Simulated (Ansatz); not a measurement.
Input and command of a calculation in Ansatz (plane waves; scalar-relativistic PAW potentials unless the input names others):

```yaml
crystal:
  lattice:
    - [8.0677375814, 0.0, 0.0]
    - [0.0, 15.5074478353, 0.0]
    - [0.0, 0.0, 8.1737661246]
  atoms:
    - { symbol: "Y", position: [0.6304269946, 0.6219705, 0.1617698217] }
    - { symbol: "Y", position: [0.1304269946, 0.8780295, 0.3382301783] }
    - { symbol: "Y", position: [0.3695730054, 0.1219705, 0.8382301783] }
    - { symbol: "Y", position: [0.8695730054, 0.3780295, 0.6617698217] }
    - { symbol: "Y", position: [0.3695730054, 0.3780295, 0.8382301783] }
    - { symbol: "Y", position: [0.8695730054, 0.1219705, 0.6617698217] }
    - { symbol: "Y", position: [0.6304269946, 0.8780295, 0.1617698217] }
    - { symbol: "Y", position: [0.1304269946, 0.6219705, 0.3382301783] }
    - { symbol: "Y", position: [0.4755681164, 0.5979153856, 0.6781827161] }
    - { symbol: "Y", position: [0.9755681164, 0.9020846144, 0.8218172839] }
    - { symbol: "Y", position: [0.5244318836, 0.0979153856, 0.3218172839] }
    - { symbol: "Y", position: [0.0244318836, 0.4020846144, 0.1781827161] }
    - { symbol: "Y", position: [0.5244318836, 0.4020846144, 0.3218172839] }
    - { symbol: "Y", position: [0.0244318836, 0.0979153856, 0.1781827161] }
    - { symbol: "Y", position: [0.4755681164, 0.9020846144, 0.6781827161] }
    - { symbol: "Y", position: [0.9755681164, 0.5979153856, 0.8218172839] }
    - { symbol: "Y", position: [0.7984525355, 0.75, 0.4971047269] }
    - { symbol: "Y", position: [0.2984525355, 0.75, 0.0028952731] }
    - { symbol: "Y", position: [0.2015474645, 0.25, 0.5028952731] }
    - { symbol: "Y", position: [0.7015474645, 0.25, 0.9971047269] }
    - { symbol: Sn, position: [0.7096958766, 0.4581604749, 0.9643876788] }
    - { symbol: Sn, position: [0.2096958766, 0.0418395251, 0.5356123212] }
    - { symbol: Sn, position: [0.2903041234, 0.9581604749, 0.0356123212] }
    - { symbol: Sn, position: [0.7903041234, 0.5418395251, 0.4643876788] }
    - { symbol: Sn, position: [0.2903041234, 0.5418395251, 0.0356123212] }
    - { symbol: Sn, position: [0.7903041234, 0.9581604749, 0.4643876788] }
    - { symbol: Sn, position: [0.7096958766, 0.0418395251, 0.9643876788] }
    - { symbol: Sn, position: [0.2096958766, 0.4581604749, 0.5356123212] }
    - { symbol: Sn, position: [0.4327558882, 0.75, 0.3819939082] }
    - { symbol: Sn, position: [0.9327558882, 0.75, 0.1180060918] }
    - { symbol: Sn, position: [0.5672441118, 0.25, 0.6180060918] }
    - { symbol: Sn, position: [0.0672441118, 0.25, 0.8819939082] }
    - { symbol: Sn, position: [0.6665027278, 0.75, 0.852842067] }
    - { symbol: Sn, position: [0.1665027278, 0.75, 0.647157933] }
    - { symbol: Sn, position: [0.3334972722, 0.25, 0.147157933] }
    - { symbol: Sn, position: [0.8334972722, 0.25, 0.352842067] }
basis:
  ecutwfc: 420
kpoints:
  mp_grid: { grid: [0, 4, 6] }
hamiltonian:
  xc: pbe
scf:
  occupations: { method: gaussian, width: 0.1 }
  max_iter: 80
output:
  forces: true
  eigenvalues: true
  stress: true
```

```bash
ansatz run input.yaml --threads 8 --pin off --max-ram 20480MiB --backend cpu --events-out ev --progress --plain --runs-dir out
```

Problem. What will the program do with this input?

Solution. The program refuses it, because of a mesh with a zero (kpoints.mp_grid.grid: [6, 4, 6] → [0, 4, 6]). With the sound run's settings it is accepted.

Abridged log:
```
Error: invalid value for `kpoints.mp_grid.grid`: each dimension must be in 1..=255
```